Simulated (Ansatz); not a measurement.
The start is a relaxed CeO2 cell, doubled along one cell vector, shaken by Gaussian noise of σ = 0.08 Å a coordinate. A full variable-cell relaxation at zero pressure is run with PBE (plane waves to 420 eV, PAW, scalar-relativistic; Ansatz, a program for electronic structure). First-step values are on the input's coarse k-mesh.

Ansatz input (later rounds restart from its end on a renewed k-mesh):
Ansatz 0.2 input:
```yaml
crystal:
  lattice:
    - [6.9160139544, 0, 0]
    - [0, 3.4580069772, 0]
    - [0, 0, 4.171963488]
  atoms:
    - { symbol: Ce, position: [0.251683757, 0.4967512373, 0.0054155535] }
    - { symbol: Ce, position: [0.7592194321, 0.5006571878, -0.0125309585] }
    - { symbol: O, position: [0.0139665607, -0.009812231, -0.0072455381] }
    - { symbol: O, position: [0.4836280766, 0.0359118262, 0.0267110718] }
    - { symbol: O, position: [0.2651781059, 0.5239552227, 0.4842499473] }
    - { symbol: O, position: [0.7639060785, 0.4842868591, 0.5123714256] }
basis: { ecutwfc: 420, ecutrho_ratio: 4, xc_grid: 2, fft_grid_basis: typed }
kpoints: { mp_grid: { grid: [4, 7, 6] } }
hamiltonian:
  xc: pbe
  dispersion: none
  pseudopotentials: { azcp: { folder: ./paw }, kind: paw }
scf: { occupations: { method: fermi_dirac, width: 0.05 } }
relax: { f_tol: 0.01, max_steps: 100, cell: { stress_tol: 0.02 } }
output: { forces: true, stress: true }
```

```json
{
  "energy_released": "0.34 eV/atom",
  "volume_change": "-14.9 %, from 16.63 to 14.15 Å³/atom",
  "Shortest distances (start → end)": "The closest pairs of elements (up to four, under 3.6 Å), start → end: Ce–O 1.98 → 2.26 Å; O–O 2.96 → 2.73 Å; Ce–Ce 3.41 → 3.72 Å",
  "optimiser_moves": "25"
}
```

Relaxed structure:

Space group P6₃mc (No. 186); a = b = 3.717 Å, c = 7.093 Å, α = β = 90.00°, γ = 120.00°

```
atom  site  symmetry       x       y       z
----  ----  --------  ------  ------  ------
Ce      2b       3m.  0.6667  0.3333  0.3155
O       2b       3m.  0.3333  0.6667  0.4515
O       2a       3m.  0.0000  0.0000  0.2141
```

Final values are on a 10×10×5 k-mesh of the relaxed cell. The start holds a very short contact (O–Ce 1.98 Å). No spin polarisation in the result. The d or f electrons are treated with no Hubbard U. The f-shell occupation is the one the SCF fell into and was not checked against other states.

The relaxed structure here is a generated cell of CeO2: the first start was made by a random draw of sites in a space group, and the end was not matched to a known phase here, so it may be hypothetical. Known forms of CeO2 include space group No. 225.
